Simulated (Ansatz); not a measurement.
Nb$_{4}$CoP:
```yaml
crystal:
  lattice:
    - [6.12171, 0.00000, 0.00000]
    - [0.00000, 6.12171, 0.00000]
    - [0.00000, 0.00000, 4.99855]
  atoms:
    - { symbol: P, position: [0.50000, 0.50000, 0.25000] }
    - { symbol: P, position: [0.50000, 0.50000, 0.75000] }
    - { symbol: Co, position: [0.00000, 0.00000, 0.25000] }
    - { symbol: Co, position: [0.00000, 0.00000, 0.75000] }
    - { symbol: Nb, position: [0.15786, 0.66622, 0.00000] }
    - { symbol: Nb, position: [0.33378, 0.15786, 0.00000] }
    - { symbol: Nb, position: [0.84214, 0.33378, 0.00000] }
    - { symbol: Nb, position: [0.66622, 0.84214, 0.00000] }
    - { symbol: Nb, position: [0.15786, 0.33378, 0.50000] }
    - { symbol: Nb, position: [0.33378, 0.84214, 0.50000] }
    - { symbol: Nb, position: [0.84214, 0.66622, 0.50000] }
    - { symbol: Nb, position: [0.66622, 0.15786, 0.50000] }
```

Relaxed with r²SCAN.

Q: Map the electron localisation function on the plane through (0.500, 0.500, 0.250) spanned by u = [1, 1, 0] and v = [1, -1, 1] in lattice vectors, from r²SCAN (plane waves, PAW; program Ansatz).

A: x is the fraction of u, y of v (the angle between them is 90°; rows are the nearest grid lines); atoms in the plane: P at (0.00, 0.00), P at (0.50, 0.50), Co at (0.50, 0.00), Co at (0.00, 0.50), Nb at (0.91, 0.75), Nb at (0.59, 0.75), Nb at (0.59, 0.25), Nb at (0.91, 0.25).
```
|0017886432234442137997312444322346887100|
|3478763111222233223553123554333345788743|
|7887631124443223321222234554444444677777|
|5554311357776312344332222224555421112235|
|1123321135554211332146776421343113566531|
|6323443222222234421286436863222257755786|
|7312454332223345421385115763222367511587|
|4112321123322123432167888632232247877774|
|2244311357765211333211221112454211233222|
|2223321256664212467776543344555544433222|
|2212332234442113678877776444444455432222|
|9962134432212357873003787643223444312699|
|9962134432212357873003787643223444312699|
|2212332234442113678877776444444455432222|
|2223321256664212467776543344555544433222|
|2244311357765211333211221112454211233222|
|4112321123322123432167888632232247877774|
|7312454332223345421385115763222367511587|
|6323443222222234421286436863222257755786|
|1123321135554211332146776421343113566531|
|5554311357776312344332222224555421112235|
|7887631124443223321222234554444444677777|
|3478763111222233223553123554333345788743|
|0017886432234442137997312444322346887100|
```
Scale: ten equal steps from -0.002 (start of '0') to 0.965 (end of '9'), in the order '0123456789'; x runs from 0.000 to 1.00, y from 0.000 (bottom) to 1.00 (top).

The density is the valence pseudo-density with augmentation charge, so density and ELF within about 1 Å of a nucleus are not all-electron values.

Space group P4/mcc. The workflow started from an entry of the Crystallography Open Database (COD). Its standing as an ambient phase is unchecked. The cell was relaxed with r²SCAN under the symmetry of its start; its stability against distortions is not shown here. The workflow began spin-polarised and lost its moments.

Potentials: the later of the program's two PAW sets.
